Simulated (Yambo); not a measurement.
A G0W0@PBEsol run in Yambo for BaTiO3 (space group R3m, No. 160) (4×4×4 Γ-centred k mesh, bands 2 to 127 and a 8 Ry block in the screening, 127 bands in G with the Bruneval-Gonze terminator, plasmon pole fitted at 27.2 eV) gives these matrix elements, in eV, at the band edges (Z → Γ):

```csv
state,E0,<Vxc>,<Σx>,<Σc(E0)>,Z
valence edge,0.000,-19.670,-24.758,4.602,0.767
conduction edge,2.370,-18.849,-11.881,-5.342,0.781
```

Question: Solve the linearised quasiparticle equation for both states, give the gap, and say how exchange and correlation each act on it.

Answer: E = E0 + Z(Σx + Σc − Vxc). Valence: 0.000 + 0.767 × (-24.758 + (4.602) − (-19.670)) = -0.37 eV. Conduction: 2.370 + 0.781 × (-11.881 + (-5.342) − (-18.849)) = 3.64 eV. The gap is 4.01 eV, against 2.37 eV in PBEsol. Replacing Vxc by bare exchange alone would open it by 12.06 eV; correlation takes back 9.94 eV of that, and Z scales what is left. Nearest settings tried, and what they do to the gap: 51 bands in G: -41 meV. Not varied: bands in W, block, mesh. So the settings aren't converged at that level. 

Geometry of the Materials Project entry, not relaxed at this level; primitive cell a = 4.0338 Å, b = 4.0338 Å, c = 4.0338 Å, α = 89.84°, β = 89.84°, γ = 89.84°.
